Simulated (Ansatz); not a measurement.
## LuGa$_{2}$Os$_{2}$ in Ansatz, single run

Launch command:

```bash
ansatz run input.yaml --threads 1 --pin off --max-ram 2560MiB --backend cpu --events-out ev --progress --plain --runs-dir out
```

Input:

```yaml
crystal:
  lattice:
    - [0.0, 4.235547, 0.0]
    - [4.235547, 0.0, 0.0]
    - [2.117774, 2.117774, -4.921303]
  atoms:
    - { symbol: Os, position: [0.75, 0.25, 0.5], spin: 0.2 }
    - { symbol: Os, position: [0.25, 0.75, 0.5], spin: 0.2 }
    - { symbol: Lu, position: [0.0, 0.0, 0.0], spin: 0.2 }
    - { symbol: Ga, position: [0.375, 0.375, 0.25], spin: 0.2 }
    - { symbol: Ga, position: [0.625, 0.625, 0.75], spin: 0.2 }
  symmetry: { tolerance: 0.0003 }
kpoints:
  mp_grid: { grid: [5, 5, 5], shift: [0, 0, 0] }
magnetization:
  spin_polarized: true
scf:
  occupations: { method: fermi_dirac, width: 0.0497 }
hamiltonian:
  pseudopotentials: { kind: paw }
  xc: revpbe
basis:
  ecutwfc: 420
output:
  forces: true
  stress: true
  eigenvalues: true
```

Origin of the cell: a known structure type with other elements, at an estimated volume, so it need not be a known compound.

Output (shortened):

```
Pseudopotentials: kind: paw
Pseudopotential: Os, paw, valence charge 16, recommended cutoff 420 eV (normal), Os.paw.azcp
Pseudopotential: Lu, paw, valence charge 25, recommended cutoff 420 eV (normal), Lu.paw.azcp
Pseudopotential: Ga, paw, valence charge 13, recommended cutoff 420 eV (normal), Ga.paw.azcp
Functional definition: revPBE
  exchange = pbe_x(kappa = kappa, mu = beta*pi^2/3)
  correlation = pbe_c(beta = beta)
Crystal: 5 atoms, lattice volume = 88.287 Å³
Basis set: ecut = 420 eV, 1713 PW (Γ), exchange–correlation on 60×60×80 points (8 copies of the dense FFT grid, shifted against one another)
Bands: 51, of which v1, the nominal top of the filled ones, is band 42 counted from 1 (41 counted from 0)
Symmetry: 16 space group operations
Space group: I4/mmm (ITA 139), of the structure as read, at distance tolerance 1.3e-3 Å
[… 12 lines left out …]
Initial density: superposition of atomic densities (chi_scale 0.1, normalization cell, long waves kept (reshape's long-wave potential 0.00 eV rms))
Starting moments: Σ|m| = 1 μB on 5 of 5 sites
Functional: x = revpbe(κ = 1.245, μ = 0.219515), c = pbe(β = 0.066725)
SCF iter   1: F=—  HF=-45099.779658 eV  Δρ=3.18e-2  dr2=4.33e0  dr2_m=2.60e-2  M=0.238 μB ∫|m|=0.244 μB  defer=2
SCF iter   2: F=—  HF=-45100.796604 eV  Δρ=1.96e-2  dr2=1.55e0  dr2_m=1.23e-2  M=0.239 μB ∫|m|=0.242 μB  defer=72
SCF iter   3: F=—  HF=-45102.781091 eV  Δρ=9.21e-3  dr2=3.54e-1  dr2_m=2.96e-3  M=0.137 μB ∫|m|=0.139 μB  defer=76
SCF iter   4: F=—  HF=-45103.169462 eV  Δρ=6.30e-3  dr2=2.54e-1  dr2_m=1.44e-3  M=0.090 μB ∫|m|=0.092 μB  defer=75
SCF iter   5: F=—  HF=-45103.348843 eV  Δρ=4.16e-3  dr2=6.91e-2  dr2_m=1.27e-4  M=0.035 μB ∫|m|=0.037 μB  defer=83
SCF iter   6: F=—  HF=-45103.314968 eV  Δρ=1.71e-3  dr2=1.90e-2  dr2_m=1.16e-5  M=0.011 μB ∫|m|=0.014 μB  defer=83
SCF iter   7: F=—  HF=-45103.319493 eV  Δρ=6.42e-4  dr2=1.35e-3  dr2_m=1.34e-5  M=0.010 μB ∫|m|=0.012 μB  defer=88
SCF iter   8: F=—  HF=-45103.320264 eV  Δρ=2.46e-4  dr2=2.21e-4  dr2_m=2.17e-6  M=0.006 μB ∫|m|=0.008 μB  defer=90
SCF iter   9: F=—  HF=-45103.320270 eV  Δρ=7.69e-5  dr2=1.93e-5  dr2_m=8.36e-7  M=0.003 μB ∫|m|=0.004 μB  defer=90
SCF iter  10: F=—  HF=-45103.320270 eV  Δρ=2.66e-5  dr2=2.19e-6  dr2_m=2.15e-7  M=0.002 μB ∫|m|=0.002 μB  defer=90
SCF iter  11: F=—  HF=-45103.320270 eV  Δρ=1.18e-5  dr2=2.91e-7  dr2_m=4.87e-8  M=0.001 μB ∫|m|=0.001 μB  defer=90
SCF iter  12: F=—  HF=-45103.320270 eV  Δρ=4.47e-6  dr2=6.64e-8  dr2_m=3.00e-9  M=0.000 μB ∫|m|=0.000 μB  defer=90
SCF iter  13: F=—  HF=-45103.320270 eV  Δρ=2.59e-6  dr2=1.63e-8  dr2_m=1.14e-9  M=0.000 μB ∫|m|=0.000 μB  defer=90
SCF iter  14: F=—  HF=-45103.320270 eV  Δρ=1.40e-6  dr2=2.55e-9  dr2_m=5.93e-10  M=0.000 μB ∫|m|=0.000 μB  defer=90
SCF iter  15: F=-45103.320270 eV  HF=-45103.320270 eV  Δρ=5.18e-7  dr2=8.21e-10  dr2_m=2.68e-11  M=0.000 μB ∫|m|=0.000 μB
WARN: the starting moments were not kept: the SCF closed with an absolute magnetisation of 5.4e-5 μB, where they sum to 1 μB in size (5 sites). That is at most 0.1 of that sum. Measured as dr […]
SCF 1 converged in 15 iterations: F = -45103.320270 eV  dr2 = 8.21e-10
SCF converged after 15 iterations
Magnetization: 0.0000 μB (41.5000 up, 41.5000 down)
Absolute magnetization: 0.0001 μB (∫|ρ↑−ρ↓|, with the PAW one-centre terms)
Spin contamination: 0.0000 ħ² per cell (⟨S²⟩ above its minimum at these occupations)
Per-site moments (μB) at R_I (Å): [(1.945e-5, 1.010302), (1.945e-5, 1.010302), (-1.626e-6, 1.335610), (-1.648e-7, 1.010302), (-1.648e-7, 1.010302)]
Free energy (F): -45103.320270 eV
Harris-Foulkes:  -45103.320270 eV  (|F-HF|=1.00e-9)
Internal energy: -45103.281476 eV  (E = F + TS)
E sigma→0 (E₀):  -45103.300873 eV
Entropy (-TS):   -0.038794 eV (-7.759 meV/atom)
Fermi energy:    16.494626 eV
--- Per-component energies (eV) ---
  E_band       = -209.393112
  E_kinetic    = 1780.335224
  E_local      = -11842.883313  (includes V_loc(G=0)·N_el)
  E_nonlocal   = 1415.087586
  E_hartree    = 5129.250321
  E_xc         = -893.297280
  E_vxc        = -945.486688  (∫ρ·V_xc dr)
  E_paw        = -29404.790701  (= ΣΔE_a)
  E_vpaw       = -874.945053  (= ΣTr[D̂ρ^β])
  E_aug_tail   = -0.000337  (compensation charges beyond the density's cutoff)
  E_ewald      = -11286.654288
  E_core_change = -0.328689  (= ΣΔE_core)
  E_smearing   = -0.038794  (= −TS)
  Σ components = -45103.320270   (vs F -45103.320270, Δ=0.00e0)
--- Forces (eV/Å), atoms counted from 1 ---
  atom   1  Os    -0.000000     0.000000    -0.000000
  atom   2  Os     0.000000    -0.000000     0.000000
  atom   3  Lu     0.000000    -0.000000     0.000000
  atom   4  Ga    -0.000000    -0.000000     0.705862
  atom   5  Ga     0.000000     0.000000    -0.705862
  max |Σ_I F_I| component: 1.11e-16 eV/Å
--- Stress (GPa, compression-positive) ---
        4.051406       0.000000      -0.000000
        0.000000       4.051406      -0.000000
       -0.000000      -0.000000       6.826909
  P = ⅓ Tr σ = 4.9766 GPa (49.766 kbar)
```

Caveats: a starting moment was lost; forces of this functional can be a tenth off on datasets made under PBE; no moments, though an odd count or open d shells may carry them; no spin-orbit coupling, though heavy elements are present; the k mesh is coarse if the cell is a metal.

Time: 22 s on 1 thread of Arm Neoverse V1, with other jobs on the host, peak memory 0.48 GiB, from the program's own first density.
